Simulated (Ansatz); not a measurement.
Input:

BP:
```
CELL_PARAMETERS angstrom
      0.00000     2.26819     2.26819
      2.26819     0.00000     2.26819
      2.26819     2.26819     0.00000
ATOMIC_POSITIONS crystal
  B  0.25000 0.25000 0.25000
  P  0.50000 0.50000 0.50000
```

This is the r²SCAN-relaxed structure.

Problem. All from r²SCAN in the plane-wave PAW code Ansatz, unless another level is named. Estimate the hole effective mass, band 2 of 3 at the edge.

Solution. 0.24 along [100], 0.24 along [110], 0.60 along [111] (mₑ).

Problem. Predict the electron effective mass.

Solution. 0.22, 0.22, 1.3 mₑ (principal values).

Problem. Give the valence-band maximum.

Solution. at Γ.

Problem. What about the weight of the conduction-edge state by species (Voronoi cells)?

Solution. P 54 %, B 46 %.

Space group F-43m (zinc blende). The r²SCAN relaxation kept the symmetry of its start; phonons on a q-mesh show no instability. The volume moved by 17 % from the start of the relaxation.

Potentials: the later of the program's two PAW sets.

Edges and masses are those of Kohn–Sham bands, whose gap is no quasiparticle gap.
